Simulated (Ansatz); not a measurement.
What DFT gives for TiOs

```
Ti Os
1.0
     3.07513    0.00000    0.00000
     0.00000    3.07513    0.00000
     0.00000    0.00000    3.07513
Ti Os
1 1
Cartesian
  1.5376 1.5376 1.5376
  0.0000 0.0000 0.0000
```

Level: r2SCAN, no spin polarisation; 500 eV; 11×11×11 Γ-centred mesh; fermi-dirac occupations (width 0.1 eV); Ansatz 0.2.0, fixed geometry.

Question: Describe some of the short contacts.

Answer: Ti–Os at 2.66 Å: least valence density 0.34 e/Å³ and ELF 0.23 there. Ti–Ti at 3.08 Å: least valence density 0.19 e/Å³ and ELF 0.24 there. Os–Os at 3.08 Å: least valence density 0.32 e/Å³ and ELF 0.48 there. Both are smooth PAW fields, read partly inside the augmentation spheres.

Question: Metal or insulator?

Answer: It is a metal, with about 0.35 states/eV a cell as the mean within 0.25 eV of the Fermi level.

Question: What is the formation energy?

Answer: -0.81 eV an atom against the elements' usual phases (free molecules for gases, crystals otherwise, with no correction for O₂ or N₂), so it is bound against them; other compounds may still compete. Relaxing would lower it.

Question: What does the stress say?

Answer: The pressure is 1.4 GPa (compression positive), so with the atoms held at these fractions the cell would first expand.

Question: Give the Bader charges.

Answer: Bader charges in e: Ti +1.52, Os -1.52. In the mean Ti gives up most and Os takes most.

Origin: a database entry at a rescaled volume.
